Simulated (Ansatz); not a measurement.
Input, command and steps of an Ansatz relaxation.

```yaml
crystal:
  lattice:
    - [1.4329863467, -4.6234925502, 0.0]
    - [1.4329863467, 4.6234925502, 0.0]
    - [0.0, 0.0, 7.2114520664]
  atoms:
    - { symbol: Re, position: [0.5758444227, 0.4241555773, 0.25] }
    - { symbol: Re, position: [0.4241555773, 0.5758444227, 0.75] }
    - { symbol: Re, position: [0.8667189861, 0.1332810139, 0.065007024] }
    - { symbol: Re, position: [0.1332810139, 0.8667189861, 0.565007024] }
    - { symbol: Re, position: [0.1332810139, 0.8667189861, 0.934992976] }
    - { symbol: Re, position: [0.8667189861, 0.1332810139, 0.434992976] }
    - { symbol: B, position: [0.254518301, 0.745481699, 0.25] }
    - { symbol: B, position: [0.745481699, 0.254518301, 0.75] }
basis:
  ecutwfc: 500
kpoints:
  mp_grid: { grid: [12, 12, 6] }
hamiltonian:
  xc: r2scan
scf:
  occupations: { method: gaussian, width: 0.1 }
output:
  forces: true
  stress: true
  eigenvalues: true
relax:
  adjacent_minimum: "off"
  f_tol: 0.01
  max_steps: 30
  cell: { stress_tol: 0.1, fix: [volume] }
```

```bash
ansatz run input.yaml --threads 2 --pin off --max-ram 5120MiB --backend cpu --events-out ev --progress --plain --runs-dir out
```

These are results of DFT r2SCAN, scalar-relativistic, plane waves, PAW in Ansatz, not measurements.

The volume is held at 0.97 times that of the relaxed cell.

Of 5 frames 4 are shown, positions in Å and forces in eV/Å; the SCF threshold varies from step to step. Steps run on the plane waves of an earlier cell, with a Pulay correction in the pressure. The basis is chosen afresh for the last frame, the zero of the energies, and at times for earlier ones too; energy and pressure step there, also at an unchanged geometry.

```xyz
8
Lattice="1.4330 -4.6235 0.0000 1.4330 4.6235 0.0000 0.0000 0.0000 7.2115" Properties=species:S:1:pos:R:3:forces:R:3 pbc="T T T" step=1 free_energy_over_end_meV_per_atom=0.15 pressure_GPa=12.88
Re    1.4330   -0.7013    1.8029    0.0000    0.0719    0.0000
Re    1.4330    0.7013    5.4086    0.0000   -0.0719    0.0000
Re    1.4330   -3.3910    0.4688    0.0000    0.0295   -0.0862
Re    1.4330    3.3910    4.0745    0.0000   -0.0295   -0.0862
Re    1.4330    3.3910    6.7427    0.0000   -0.0295    0.0862
Re    1.4330   -3.3910    3.1369    0.0000    0.0295    0.0862
B     1.4330    2.2700    1.8029    0.0000   -0.0020    0.0000
B     1.4330   -2.2700    5.4086    0.0000    0.0020    0.0000
8
Lattice="1.4314 -4.6238 0.0000 1.4314 4.6238 0.0000 0.0000 0.0000 7.2191" Properties=species:S:1:pos:R:3:forces:R:3 pbc="T T T" step=2 free_energy_over_end_meV_per_atom=0.13 pressure_GPa=12.69
Re    1.4314   -0.6922    1.8048    0.0000   -0.0566    0.0000
Re    1.4314    0.6922    5.4143    0.0000    0.0566    0.0000
Re    1.4314   -3.3870    0.4646    0.0000   -0.0526    0.0167
Re    1.4314    3.3870    4.0742    0.0000    0.0526    0.0167
Re    1.4314    3.3870    6.7545    0.0000    0.0526   -0.0167
Re    1.4314   -3.3870    3.1449    0.0000   -0.0526   -0.0167
B     1.4314    2.2741    1.8048    0.0000   -0.0049    0.0000
B     1.4314   -2.2741    5.4143    0.0000    0.0049    0.0000
8
Lattice="1.4332 -4.6240 0.0000 1.4332 4.6240 0.0000 0.0000 0.0000 7.2096" Properties=species:S:1:pos:R:3:forces:R:3 pbc="T T T" step=3 free_energy_over_end_meV_per_atom=0.00 pressure_GPa=12.75
Re    1.4332   -0.6956    1.8024    0.0000   -0.0067    0.0000
Re    1.4332    0.6956    5.4072    0.0000    0.0067    0.0000
Re    1.4332   -3.3891    0.4649    0.0000   -0.0039   -0.0101
Re    1.4332    3.3891    4.0697    0.0000    0.0039   -0.0101
Re    1.4332    3.3891    6.7448    0.0000    0.0039    0.0101
Re    1.4332   -3.3891    3.1399    0.0000   -0.0039    0.0101
B     1.4332    2.2725    1.8024    0.0000    0.0023    0.0000
B     1.4332   -2.2725    5.4072    0.0000   -0.0023    0.0000
8
Lattice="1.4332 -4.6245 0.0000 1.4332 4.6245 0.0000 0.0000 0.0000 7.2087" Properties=species:S:1:pos:R:3:forces:R:3 pbc="T T T" step=5 free_energy_over_end_meV_per_atom=0.00 pressure_GPa=12.75
Re    1.4332   -0.6959    1.8022    0.0000   -0.0001    0.0000
Re    1.4332    0.6959    5.4066    0.0000    0.0001    0.0000
Re    1.4332   -3.3895    0.4645    0.0000   -0.0008   -0.0030
Re    1.4332    3.3895    4.0689    0.0000    0.0008   -0.0030
Re    1.4332    3.3895    6.7442    0.0000    0.0008    0.0030
Re    1.4332   -3.3895    3.1398    0.0000   -0.0008    0.0030
B     1.4332    2.2727    1.8022    0.0000    0.0013    0.0000
B     1.4332   -2.2727    5.4066    0.0000   -0.0013    0.0000
```

The run took 3.4 min on 2 threads of Arm Neoverse V2, with other jobs on the host, peak memory 1.2 GiB.

Spin–orbit coupling is left out, which can shift energies with elements as heavy as these.